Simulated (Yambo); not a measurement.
Consider the following.

```
SrHI
1.0
    4.29119     0.00000     0.00000
    0.00000     4.29119     0.00000
    0.00000     0.00000     8.19040
H Sr I
2 2 2
Direct
  0.50000   0.50000   0.00000
  0.00000   0.00000   0.00000
  0.00000   0.50000   0.15602
  0.50000   0.00000   0.84398
  0.00000   0.50000   0.66477
  0.50000   0.00000   0.33523
```

Workflow: norm-conserving PBEsol (Quantum ESPRESSO, 72 Ry, with spin-orbit coupling), then G0W0 in Yambo (2×2×1 Γ-centred k mesh, 460 bands and a 7 Ry block in the screening, 460 bands in G with the Bruneval-Gonze terminator, plasmon pole fitted at 27.2 eV).

Task: Give the PBEsol and G0W0 gaps between the band edges found on this mesh, and say where the edges lie.

Result: Edges: X → M. PBEsol: 3.36 eV; G0W0: 4.87 eV. The mesh misses an edge: along a dense path the PBEsol gap is 2.80 eV. Nearest settings tried, and what they do to the gap: 290 bands in W, 290 bands in G: -13 meV; 6 Ry block (249 vectors against 337): -54 meV. Not varied: mesh. So the settings aren't converged at that level. The k mesh is coarse. 

Geometry relaxed with PBE+D3(BJ).
